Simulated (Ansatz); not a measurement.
# Be4Se: start and end of a relaxation

A trial structure of Be4Se was built thus: random cell by space group and Wyckoff sites (P4/mmm, No. 123). The dimensions are guesses.

start.cif

```cif
data_structure
_symmetry_space_group_name_H-M 'P4/mmm'
_symmetry_Int_Tables_number 123
_cell_length_a 3.4861
_cell_length_b 3.4861
_cell_length_c 4.6134
_cell_angle_alpha 90.000
_cell_angle_beta 90.000
_cell_angle_gamma 90.000
_cell_volume 56.06
loop_
_atom_site_label
_atom_site_type_symbol
_atom_site_symmetry_multiplicity
_atom_site_Wyckoff_symbol
_atom_site_fract_x
_atom_site_fract_y
_atom_site_fract_z
_atom_site_occupancy
Be1 Be 1 b 0.00000 0.00000 0.50000 1
Be2 Be 2 e 0.50000 0.00000 0.50000 1
Be3 Be 1 a 0.00000 0.00000 0.00000 1
Se1 Se 1 c 0.50000 0.50000 0.00000 1
```

Level of theory: Ansatz, DFT PBE, scalar-relativistic, plane waves, PAW. Cutoff 420 eV, Gaussian smearing, Γ-centred meshes. Cell and atoms relax first on a coarse mesh and then on a finer one. In between, the cell is made exact in the group found at 0.06 Å. In metals the finer mesh still leaves noise of several meV/atom or more. The steps can't lower the symmetry of their start. No spin polarisation.

end.cif

```cif
data_structure
_symmetry_space_group_name_H-M 'Pm-3m'
_symmetry_Int_Tables_number 221
_cell_length_a 3.9629
_cell_length_b 3.9629
_cell_length_c 3.9629
_cell_angle_alpha 90.000
_cell_angle_beta 90.000
_cell_angle_gamma 90.000
_cell_volume 62.24
loop_
_atom_site_label
_atom_site_type_symbol
_atom_site_symmetry_multiplicity
_atom_site_Wyckoff_symbol
_atom_site_fract_x
_atom_site_fract_y
_atom_site_fract_z
_atom_site_occupancy
Be1 Be 1 a 0.00000 0.00000 0.00000 1
Be2 Be 3 d 0.50000 0.00000 0.00000 1
Se1 Se 1 b 0.50000 0.50000 0.50000 1
```

The symmetry goes from P4/mmm (No. 123) to Pm-3m (No. 221). The volume per atom grows by 11.0 %, from 11.2 to 12.4 Å³. The shortest distance goes from 1.74 Å (Be–Be) to 1.98 Å (Be–Be). The energy falls by about 0.23 eV/atom (the start's value is from the coarse mesh). The end is written in a standard setting, so origin, axes and order of atoms can differ from the start's.

```yaml
Volume_per_atom: 12.45 Å³
Density: 3.07 g/cm³
Energy_over_the_elements: +0.73 eV/atom
Gap_on_the_10×10×10_mesh_of_the_5-atom_cell: 0 eV (a metal)
```

The zero of energy is the elements' standard structures at the same level; no fitted shifts are applied. The separate elements lie lower, so it is unstable against them.

The last run used Gaussian smearing of 0.10 eV. The reference form of Se is held partly by dispersion forces, which this level lacks. Symmetry constrained the relaxation, so the result can be a saddle point. In all, the 3 runs took 24 s on 1 thread of Arm Neoverse V2, with other jobs on the host. Another cell of Be4Se relaxed alike, in Cmmm, lies 263 meV/atom lower, so this cell isn't the stable form at this level.
